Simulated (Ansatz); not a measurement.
A geometry of As2Se3 away from equilibrium: step 2 of the relaxation of a generated cell, As2Se3 placed in the stibnite structure type. All values below come from PBEsol (plane waves to 420 eV, PAW, scalar-relativistic; Ansatz, a quantum-chemistry and plane-wave program). Γ-centred k-mesh 2×5×2 on the run's cell (coarser than for final values), Fermi–Dirac smearing 0.05 eV.

```xyz
20
Lattice="11.2608 0.0000 0.0000 0.0000 3.7210 0.0000 0.0000 0.0000 10.9413" Properties=species:S:1:pos:R:3:forces:R:3 pbc="T T T" free_energy=-103596.539 pressure_GPa=0.1
As    10.8616     0.9302     1.9529   -0.2890    0.0000   -0.2252
As     5.2312     0.9302     3.5178   -0.2890    0.0000    0.2252
As     0.3992     2.7907     8.9884    0.2890    0.0000    0.2252
As     6.0296     2.7907     7.4235    0.2890    0.0000   -0.2252
As     7.1244     0.9302    10.4864    0.3332    0.0000   -0.1706
As     1.4940     0.9302     5.9255    0.3332    0.0000    0.1706
As     4.1364     2.7907     0.4549   -0.3332    0.0000    0.1706
As     9.7668     2.7907     5.0158   -0.3332    0.0000   -0.1706
Se     3.1973     0.9302     2.0817    0.3973    0.0000   -0.1196
Se     8.8277     0.9302     3.3889    0.3973    0.0000    0.1196
Se     8.0635     2.7907     8.8596   -0.3973    0.0000    0.1196
Se     2.4331     2.7907     7.5524   -0.3973    0.0000   -0.1196
Se     4.9185     0.9302     9.4819    0.2509    0.0000   -0.0109
Se    10.5489     0.9302     6.9300    0.2509    0.0000    0.0109
Se     6.3423     2.7907     1.4594   -0.2509    0.0000    0.0109
Se     0.7119     2.7907     4.0113   -0.2509    0.0000   -0.0109
Se     7.1003     0.9302     6.1108   -0.1371    0.0000   -0.1119
Se     1.4699     0.9302    10.3011   -0.1371    0.0000    0.1119
Se     4.1605     2.7907     4.8305    0.1371    0.0000    0.1119
Se     9.7909     2.7907     0.6402    0.1371    0.0000   -0.1119
```

Positions in Å, forces in eV/Å, free energy of the cell in eV (comparable only within this code, potentials and settings). Largest force: 0.41 eV/Å, on Se9, Se10, Se11, Se12 (atoms numbered as listed); the geometry lies 0.01 eV/atom above the end of its relaxation.

No spin polarisation in the result.

The run could not lose the symmetry of its start: the end is stationary, and may be a saddle point rather than a minimum.

The end of the path is a generated cell of As2Se3: the first start was made by placing the elements on the sites of a structure type, and the end was not matched to a known phase here, so it may be hypothetical.
